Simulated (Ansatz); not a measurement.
**MoSi2: strain energy, fitted**

MoSi2, I4/mmm, a = 3.202 Å, c = 7.819 Å. Ansatz: r2SCAN, PAW, 500 eV, Γ-centred 12×12×6 mesh on 6 atoms, Gaussian smearing 0.10 eV; no spin polarisation. Series: uniaxial strain along a, with b, c and atoms relaxed; x is the strain in per cent. y is the free energy over the unstrained cell, V0 = 13.358 Å³/atom.

```tsv
x (%)	y (meV/atom)
-4.5	?
-3.0	14.71
-1.5	3.62
0.0	0.00
1.5	3.45
3.0	13.46
```

Fit y = c2 x² + c3 x³ to the other rows, turn c2 into a modulus, and predict the missing energy.

Least squares on the rows shown. y = 1.5654 x² − 0.023179 x³. In eV per unit strain² c2 is 15.65; this is Young's modulus along the axis (E = ½ Y V0 ε²): 2 × 15.65 × 160.2 / (13.358) = 375 GPa. At x = -4.5 the fit asked for gives 33.81 meV/atom. The run gave 33.75 meV/atom, so the fit is 0.06 meV/atom too high, a small miss on the scale of the series. The form still works here, 25 % of the fitted range beyond its end.